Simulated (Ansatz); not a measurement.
Space group R-3m:H (No. 166). a = 3.189 Å, b = 3.189 Å, c = 15.678 Å, α = 90.00°, β = 90.00°, γ = 120.00°
```tsv
atom	site	symmetry	x	y	z
Zr	3b	-3m	0.6667	0.3333	0.8333
Mo	3a	-3m	0.0000	0.0000	0.0000
C	6c	3m	0.3333	0.6667	0.9218
```

Equation of state of this ZrMoC2 structure (not necessarily the ground state), with shape and atoms relaxed at each volume where symmetry leaves them free. It has no gap at any of these volumes. The calculation used DFT r2SCAN, scalar-relativistic, plane waves, PAW in Ansatz 0.2.0.

Cutoff 500 eV; k points 15×15×15 on the computed 4-atom cell (Γ-centred); Gaussian smearing, width 0.10 eV; no spin polarisation.

```json
{"V (Å³/atom)": "10.818", "E − E(largest V) (meV/atom)": "7.59", "P (GPa)": "20.22"}
{"V (Å³/atom)": "11.163", "E − E(largest V) (meV/atom)": "-23.91", "P (GPa)": "9.33"}
{"V (Å³/atom)": "11.508", "E − E(largest V) (meV/atom)": "-33.66", "P (GPa)": "0.00"}
{"V (Å³/atom)": "11.854", "E − E(largest V) (meV/atom)": "-24.80", "P (GPa)": "-7.99"}
{"V (Å³/atom)": "12.199", "E − E(largest V) (meV/atom)": "0.00", "P (GPa)": "-14.83"}
```

Fit a third-order Birch–Murnaghan equation to E(V).

V0 = 11.51 Å³/atom, B0 = 287 GPa, B0' = 4.2.